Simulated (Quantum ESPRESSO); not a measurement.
## TiZnIn2O6 (one run as intended and one with a planted mistake)

Computed values, not a measurement. The program is pw.x of Quantum ESPRESSO 7.5 (plane-wave density functional theory). The cell is made up: 10 atoms on a corundum lattice, with randomly drawn elements, strain and displacements, not relaxed. PseudoDojo standard norm-conserving files (v0.5 for PBE, v0.4.1 for LDA and PBEsol) set the functional; there is no spin polarisation, spin-orbit coupling or dispersion term, and the masses in the input are unused placeholders.

Intended input:

```
&control calculation='scf', pseudo_dir='./dojo.nc.sr.pbe.v0_5.standard.upf', outdir='./o', disk_io='medium', tprnfor=.true., tstress=.true. /
&system ibrav=0, nat=10, ntyp=4, nbnd=53, ecutwfc=84.00895049, nosym=.true., tot_charge=0,
 occupations='smearing', smearing='fd', degauss=0.0018374661
/
&electrons conv_thr=7.350e-09, electron_maxstep=60, /
ATOMIC_SPECIES
In 1.0 In.upf
O 1.0 O.upf
Ti 1.0 Ti.upf
Zn 1.0 Zn.upf
CELL_PARAMETERS angstrom
2.7151 1.5676 4.7879
-2.7151 1.5676 4.7879
0.0 -3.1351 4.7879
ATOMIC_POSITIONS angstrom
Ti -0.1185 -0.0084 5.148
Zn 0.0055 0.0637 2.0166
In -0.0347 0.0096 9.3538
In 0.1095 0.0108 12.1354
O -1.0645 1.581 8.2507
O -0.9064 -1.8108 8.4158
O 1.9381 0.2904 8.484
O 1.1232 -1.54 5.8844
O 0.796 1.732 6.0764
O -1.8088 -0.0559 5.8866
K_POINTS automatic
5 5 5 1 1 1
```

The log is shortened where brackets say so; the opening notice, blank lines, dates and the lines on written files are dropped, and the path of the files is cut. It prints rydbergs, bohrs and kilobars, and counts compression as positive stress.

Log of the intended run:

```
     Program PWSCF v.7.5
     Parallel version (MPI & OpenMP), running on       1 processor cores
     Number of MPI processes:                 1
     Threads/MPI process:                     1
     [start-up lines left out]
     bravais-lattice index     =            0
     lattice parameter (alat)  =      10.8150  a.u.
     unit-cell volume          =     825.0966 (a.u.)^3
     number of atoms/cell      =           10
     number of atomic types    =            4
     number of electrons       =        94.00
     number of Kohn-Sham states=           53
     kinetic-energy cutoff     =      84.0090  Ry
     charge density cutoff     =     336.0358  Ry
     scf convergence threshold =      7.3E-09
     mixing beta               =       0.7000
     number of iterations used =            8  plain     mixing
     Exchange-correlation= PBE
                           (   1   4   3   4   0   0   0)
     [axes and pseudopotential details left out]
   Cartesian axes
     site n.     atom                  positions (alat units)
         1        Ti     tau(   1) = (  -0.0207058  -0.0014678   0.8995228  )
         2        Zn     tau(   2) = (   0.0009610   0.0111305   0.3523655  )
         3        In     tau(   3) = (  -0.0060632   0.0016774   1.6344126  )
         4        In     tau(   4) = (   0.0191332   0.0018871   2.1204485  )
         5        O      tau(   5) = (  -0.1860027   0.2762520   1.4416653  )
         6        O      tau(   6) = (  -0.1583775  -0.3164056   1.4705136  )
         7        O      tau(   7) = (   0.3386490   0.0507423   1.4824303  )
         8        O      tau(   8) = (   0.1962595  -0.2690880   1.0281958  )
         9        O      tau(   9) = (   0.1390871   0.3026367   1.0617444  )
        10        O      tau(  10) = (  -0.3160561  -0.0097675   1.0285802  )
     number of k points=    63  Fermi-Dirac smearing, width (Ry)=  0.0018
                       cart. coord. in units 2pi/alat
        k(    1) = (   0.0000000   0.0000000   0.1195312), wk =   0.0320000
        k(    2) = (   0.0000000  -0.2433936   0.1992204), wk =   0.0320000
     [further k points left out]
     Dense  grid:    85727 G-vectors     FFT dimensions: (  64,  64,  64)
     Estimated max dynamical RAM per process >     135.96 MB
     Initial potential from superposition of free atoms
     starting charge      93.9905, renormalised to      94.0000
     Starting wfcs are   62 randomized atomic wfcs
     total cpu time spent up to now is       40.2 secs
     per-process dynamical memory:    78.9 Mb
     Self-consistent Calculation
     iteration #  1     ecut=    84.01 Ry     beta= 0.70
     Davidson diagonalization with overlap
     ethr =  1.00E-02,  avg # of iterations =  2.0
     total cpu time spent up to now is      123.7 secs
     total energy              =    -999.51521939 Ry
     estimated scf accuracy    <       3.46527654 Ry
     iteration #  2     ecut=    84.01 Ry     beta= 0.70
     Davidson diagonalization with overlap
     ethr =  3.69E-03,  avg # of iterations =  4.5
     total cpu time spent up to now is      239.5 secs
     total energy              =    -995.16802356 Ry
     estimated scf accuracy    <      47.82075435 Ry
     [iterations 3 to 14 left out]
     iteration # 15     ecut=    84.01 Ry     beta= 0.70
     Davidson diagonalization with overlap
     ethr =  1.12E-10,  avg # of iterations =  2.0
     total cpu time spent up to now is     1337.7 secs
     total energy              =   -1001.35980441 Ry
     estimated scf accuracy    <       0.00000002 Ry
     iteration # 16     ecut=    84.01 Ry     beta= 0.70
     Davidson diagonalization with overlap
     ethr =  2.12E-11,  avg # of iterations =  2.2
     total cpu time spent up to now is     1418.7 secs
     End of self-consistent calculation
     [lines on levels left out]
!    total energy              =   -1001.35980441 Ry
     estimated scf accuracy    <          9.4E-10 Ry
     smearing contrib. (-TS)   =      -0.00000000 Ry
     internal energy E=F+TS    =   -1001.35980441 Ry
     The total energy is F=E-TS. E is the sum of the following terms:
     one-electron contribution =    -489.80269883 Ry
     hartree contribution      =     303.12392378 Ry
     xc contribution           =    -193.00603935 Ry
     ewald contribution        =    -621.67499001 Ry
     convergence has been achieved in  16 iterations
     Forces acting on atoms (cartesian axes, Ry/au):
     atom    1 type  3   force =     0.02997630   -0.00439960   -0.08397998
     atom    2 type  4   force =     0.01345358    0.00138773    0.02569859
     atom    3 type  1   force =     0.01557542   -0.00961259   -0.15954450
     atom    4 type  1   force =    -0.08995612    0.03986138    0.13636224
     atom    5 type  2   force =    -0.03679747    0.00087624    0.03785143
     atom    6 type  2   force =     0.08868960    0.00895458    0.05644588
     atom    7 type  2   force =     0.02384109   -0.01084505    0.01939847
     atom    8 type  2   force =    -0.09799448    0.06466864    0.03228116
     atom    9 type  2   force =     0.01734945   -0.10487555   -0.08901310
     atom   10 type  2   force =     0.03586264    0.01398423    0.02449981
     Total force =     0.337629     Total SCF correction =     0.000108
     Computing stress (Cartesian axis) and pressure
          total   stress  (Ry/bohr**3)                   (kbar)     P=        3.02
  -0.00002474   0.00001849  -0.00025057           -3.64        2.72      -36.86
   0.00001849  -0.00026302   0.00007037            2.72      -38.69       10.35
  -0.00025057   0.00007037   0.00034932          -36.86       10.35       51.39
     init_run     :     37.65s CPU     39.96s WALL (       1 calls)
     electrons    :   1350.71s CPU   1378.61s WALL (       1 calls)
     forces       :      9.34s CPU      9.41s WALL (       1 calls)
     stress       :     34.59s CPU     34.68s WALL (       1 calls)
     [timing details left out]
     PWSCF        :  23m52.76s CPU  24m23.63s WALL
     JOB DONE.
```

A second run has one planted mistake: the plane-wave cutoff is too low. The input lines that differ, file-writing options aside:

```
- &system ibrav=0, nat=10, ntyp=4, nbnd=53, ecutwfc=84.00895049, nosym=.true., tot_charge=0,
+ &system ibrav=0, nat=10, ntyp=4, nbnd=53, ecutwfc=47.70062018, nosym=.true., tot_charge=0,
```

Its log:

```
     Program PWSCF v.7.5
     Parallel version (MPI & OpenMP), running on       4 processor cores
     Number of MPI processes:                 4
     Threads/MPI process:                     1
     [start-up lines left out]
     bravais-lattice index     =            0
     lattice parameter (alat)  =      10.8150  a.u.
     unit-cell volume          =     825.0966 (a.u.)^3
     number of atoms/cell      =           10
     number of atomic types    =            4
     number of electrons       =        94.00
     number of Kohn-Sham states=           53
     kinetic-energy cutoff     =      47.7006  Ry
     charge density cutoff     =     190.8025  Ry
     scf convergence threshold =      7.3E-09
     mixing beta               =       0.7000
     number of iterations used =            8  plain     mixing
     Exchange-correlation= PBE
                           (   1   4   3   4   0   0   0)
     [axes and pseudopotential details left out]
   Cartesian axes
     site n.     atom                  positions (alat units)
         1        Ti     tau(   1) = (  -0.0207058  -0.0014678   0.8995228  )
         2        Zn     tau(   2) = (   0.0009610   0.0111305   0.3523655  )
         3        In     tau(   3) = (  -0.0060632   0.0016774   1.6344126  )
         4        In     tau(   4) = (   0.0191332   0.0018871   2.1204485  )
         5        O      tau(   5) = (  -0.1860027   0.2762520   1.4416653  )
         6        O      tau(   6) = (  -0.1583775  -0.3164056   1.4705136  )
         7        O      tau(   7) = (   0.3386490   0.0507423   1.4824303  )
         8        O      tau(   8) = (   0.1962595  -0.2690880   1.0281958  )
         9        O      tau(   9) = (   0.1390871   0.3026367   1.0617444  )
        10        O      tau(  10) = (  -0.3160561  -0.0097675   1.0285802  )
     number of k points=    63  Fermi-Dirac smearing, width (Ry)=  0.0018
                       cart. coord. in units 2pi/alat
        k(    1) = (   0.0000000   0.0000000   0.1195312), wk =   0.0320000
        k(    2) = (   0.0000000  -0.2433936   0.1992204), wk =   0.0320000
     [further k points left out]
     Dense  grid:    36727 G-vectors     FFT dimensions: (  48,  48,  48)
     Estimated max dynamical RAM per process >     119.76 MB
     Estimated total dynamical RAM >     452.14 MB
     Check: negative core charge=   -0.000234
     Initial potential from superposition of free atoms
     starting charge      93.9905, renormalised to      94.0000
     Starting wfcs are   62 randomized atomic wfcs
     total cpu time spent up to now is        3.3 secs
     per-process dynamical memory:    98.7 Mb
     Self-consistent Calculation
     iteration #  1     ecut=    47.70 Ry     beta= 0.70
     Davidson diagonalization with overlap
     ethr =  1.00E-02,  avg # of iterations =  2.0
     total cpu time spent up to now is        9.1 secs
     total energy              =    -998.16437906 Ry
     estimated scf accuracy    <       3.28143136 Ry
     iteration #  2     ecut=    47.70 Ry     beta= 0.70
     Davidson diagonalization with overlap
     ethr =  3.49E-03,  avg # of iterations =  5.3
     total cpu time spent up to now is       16.5 secs
     total energy              =    -993.84855980 Ry
     estimated scf accuracy    <      43.40762819 Ry
     [iterations 3 to 14 left out]
     iteration # 15     ecut=    47.70 Ry     beta= 0.70
     Davidson diagonalization with overlap
     ethr =  2.60E-11,  avg # of iterations =  3.2
     total cpu time spent up to now is       88.9 secs
     total energy              =    -999.85291463 Ry
     estimated scf accuracy    <       0.00000001 Ry
     iteration # 16     ecut=    47.70 Ry     beta= 0.70
     Davidson diagonalization with overlap
     ethr =  1.09E-11,  avg # of iterations =  2.0
     total cpu time spent up to now is       93.8 secs
     End of self-consistent calculation
     [lines on levels left out]
!    total energy              =    -999.85291463 Ry
     estimated scf accuracy    <          2.4E-10 Ry
     smearing contrib. (-TS)   =      -0.00000000 Ry
     internal energy E=F+TS    =    -999.85291463 Ry
     The total energy is F=E-TS. E is the sum of the following terms:
     one-electron contribution =    -485.21522640 Ry
     hartree contribution      =     299.51048287 Ry
     xc contribution           =    -192.47318109 Ry
     ewald contribution        =    -621.67499002 Ry
     convergence has been achieved in  16 iterations
     Forces acting on atoms (cartesian axes, Ry/au):
     atom    1 type  3   force =     0.03158846    0.00243452   -0.08193385
     atom    2 type  4   force =     0.00769856   -0.00129565    0.02541028
     atom    3 type  1   force =     0.01422866   -0.00950397   -0.15955177
     atom    4 type  1   force =    -0.08645149    0.03923866    0.13824041
     atom    5 type  2   force =    -0.03641691    0.00213160    0.04045594
     atom    6 type  2   force =     0.08789398    0.00454386    0.05898272
     atom    7 type  2   force =     0.02539612   -0.01019437    0.01739289
     atom    8 type  2   force =    -0.09739197    0.07057983    0.02731437
     atom    9 type  2   force =     0.01151940   -0.11084464   -0.08857424
     atom   10 type  2   force =     0.04193520    0.01291017    0.02226324
     Total force =     0.339763     Total SCF correction =     0.000098
     Computing stress (Cartesian axis) and pressure
          total   stress  (Ry/bohr**3)                   (kbar)     P=    -1492.60
  -0.01021748   0.00001753  -0.00023361        -1503.04        2.58      -34.37
   0.00001753  -0.01038954   0.00007888            2.58    -1528.35       11.60
  -0.00023361   0.00007888  -0.00983236          -34.37       11.60    -1446.39
     init_run     :      3.02s CPU      3.14s WALL (       1 calls)
     electrons    :     89.25s CPU     90.46s WALL (       1 calls)
     forces       :      0.84s CPU      0.84s WALL (       1 calls)
     stress       :      2.82s CPU      2.85s WALL (       1 calls)
     [timing details left out]
     PWSCF        :   1m36.14s CPU   1m37.54s WALL
     JOB DONE.
```

|  | intended run | run with the mistake |
| --- | --- | --- |
| free energy (eV) | -13624.194 | -13603.692 |
| smearing term -TS (eV) | 0.0000 | 0.0000 |
| pressure (GPa) | 0.30 | -149.26 |
| largest force component (eV/Å) | 4.102 | 4.102 |
| largest change of a force component (eV/Å) |  | 0.176 |
| iterations | 16 | 16 |

For scale, a rerun of the intended cell at a cutoff of 1437 eV and k mesh 7 x 7 x 7 moved values by no more than 0.003 eV in energy, 0.04 GPa in stress and 0.002 eV/Å in force.